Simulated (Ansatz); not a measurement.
**CuPbF: relaxation (Ansatz)**

input.yaml:

```yaml
crystal:
  lattice:
    - [3.84642524, 0.0, 0.0]
    - [0.0, 3.84642524, 0.0]
    - [0.0, 0.0, 6.77293113]
  atoms:
    - { symbol: Pb, position: [0.0, 0.5, 0.2] }
    - { symbol: Pb, position: [0.5, 0.0, 0.8] }
    - { symbol: F, position: [0.0, 0.0, 0.0] }
    - { symbol: F, position: [0.5, 0.5, 0.0] }
    - { symbol: Cu, position: [0.0, 0.5, 0.65], spin: 1, spin_axis: [0.0, 0.0, 1.0] }
    - { symbol: Cu, position: [0.5, 0.0, 0.35], spin: -1, spin_axis: [0.0, 0.0, 1.0] }
  symmetry: { tolerance: 0.0003 }
kpoints:
  mp_grid: { grid: [6, 6, 4], shift: [0, 0, 0] }
magnetization:
  noncollinear: true
  spin_orbit: false
scf:
  occupations: { method: fermi_dirac, width: 0.0116 }
  lower_state_search: "off"
hamiltonian:
  pseudopotentials: { kind: paw }
  xc: pbesol
basis:
  ecutwfc: 420
  fft_grid_basis: typed
relax:
  max_steps: 40
output:
  forces: true
  stress: true
  eigenvalues: true
  bader: true
  populations: true
  elf: true
  write_potential: true
  volumetric_format: npy
  dos:
    e_range: [-12, 8]
    de: 0.05
    projected: { site_lists: { Cu: [Cu], F: [F], Pb: [Pb] } }
    method: { smearing: { sigma: 0.1, scheme: gaussian } }
checkpoint:
  read: saved_state
```

The command:

```bash
ansatz run input.yaml --threads 2 --pin off --max-ram 2560MiB --backend cpu --events-out ev --progress --plain --runs-dir out
```

Origin of the cell: a known structure type with other elements, at an estimated volume, so it need not be a known compound.

The saved state is a converged single point of the same cell.

Steps:

| step | ΔF (meV/atom) | max force component (eV/Å) | SCF iterations | step was |
| --- | --- | --- | --- | --- |
| 1 | 0.0 | 3.115 | 14 | accepted |
| 2 | -141.7 | 0.485 | 8 | accepted |
| 3 | -154.7 | 0.269 | 8 | accepted |
| 4 | -159.4 | 0.137 | 9 | accepted |
| 5 | -159.6 | 0.004 | 6 | accepted |
| 6 | -159.6 | 0.004 | 4 | accepted |

Step 1, with forces in eV/Å:

```xyz
6
Lattice="3.846 0.000 0.000 0.000 3.846 0.000 0.000 0.000 6.773" Properties=species:S:1:pos:R:3:forces:R:3 pbc="T T T" step=1
Pb    0.000    1.923    1.355    0.000    0.000    3.115
Pb    1.923    0.000    5.418    0.000    0.000   -3.115
F     0.000    0.000    0.000    0.000    0.000    0.000
F     1.923    1.923    0.000    0.000    0.000    0.000
Cu    0.000    1.923    4.402    0.000    0.000   -0.942
Cu    1.923    0.000    2.371    0.000    0.000    0.942
```

Step 2, with forces in eV/Å:

```xyz
6
Lattice="3.846 0.000 0.000 0.000 3.846 0.000 0.000 0.000 6.773" Properties=species:S:1:pos:R:3:forces:R:3 pbc="T T T" step=2
Pb    0.000    1.923    1.551    0.000    0.000    0.404
Pb    1.923    0.000    5.222    0.000    0.000   -0.404
F     0.000    0.000    0.000    0.000    0.000    0.000
F     1.923    1.923    0.000    0.000    0.000    0.000
Cu    0.000    1.923    4.303    0.000    0.000   -0.485
Cu    1.923    0.000    2.470    0.000    0.000    0.485
```

Step 3, with forces in eV/Å:

```xyz
6
Lattice="3.846 0.000 0.000 0.000 3.846 0.000 0.000 0.000 6.773" Properties=species:S:1:pos:R:3:forces:R:3 pbc="T T T" step=3
Pb    0.000    1.923    1.571    0.000    0.000   -0.269
Pb    1.923    0.000    5.202    0.000    0.000    0.269
F     0.000    0.000    0.000    0.000    0.000    0.000
F     1.923    1.923    0.000    0.000    0.000    0.000
Cu    0.000    1.923    4.191    0.000    0.000   -0.152
Cu    1.923    0.000    2.582    0.000    0.000    0.152
```

Step 4, with forces in eV/Å:

```xyz
6
Lattice="3.846 0.000 0.000 0.000 3.846 0.000 0.000 0.000 6.773" Properties=species:S:1:pos:R:3:forces:R:3 pbc="T T T" step=4
Pb    0.000    1.923    1.534    0.000    0.000   -0.137
Pb    1.923    0.000    5.239    0.000    0.000    0.137
F     0.000    0.000    0.000    0.000    0.000    0.000
F     1.923    1.923    0.000    0.000    0.000    0.000
Cu    0.000    1.923    4.095    0.000    0.000    0.030
Cu    1.923    0.000    2.678    0.000    0.000   -0.030
```

Step 6, with forces in eV/Å:

```xyz
6
Lattice="3.846 0.000 0.000 0.000 3.846 0.000 0.000 0.000 6.773" Properties=species:S:1:pos:R:3:forces:R:3 pbc="T T T" step=6
Pb    0.000    1.923    1.524    0.000    0.000    0.001
Pb    1.923    0.000    5.249    0.000    0.000   -0.001
F     0.000    0.000    0.000    0.000    0.000    0.000
F     1.923    1.923    0.000    0.000    0.000    0.000
Cu    0.000    1.923    4.090    0.000    0.000    0.004
Cu    1.923    0.000    2.683    0.000    0.000   -0.004
```

| Item | Value |
| --- | --- |
| Free energy lowered by | 159.6 meV/atom |
| Final pressure | 4.83 GPa |
| Relaxation steps listed | 6 |

Caveats: a starting moment was lost; no moments, though an odd count or open d shells may carry them; no spin-orbit coupling, though heavy elements are present; the SCF threshold is looser than advised for a stress; the relaxation held the start's symmetry, so the end may be a saddle point.

Time: 5.5 min on 2 threads of Arm Neoverse V2, with other jobs on the host, peak memory 0.9 GiB, from a saved density.
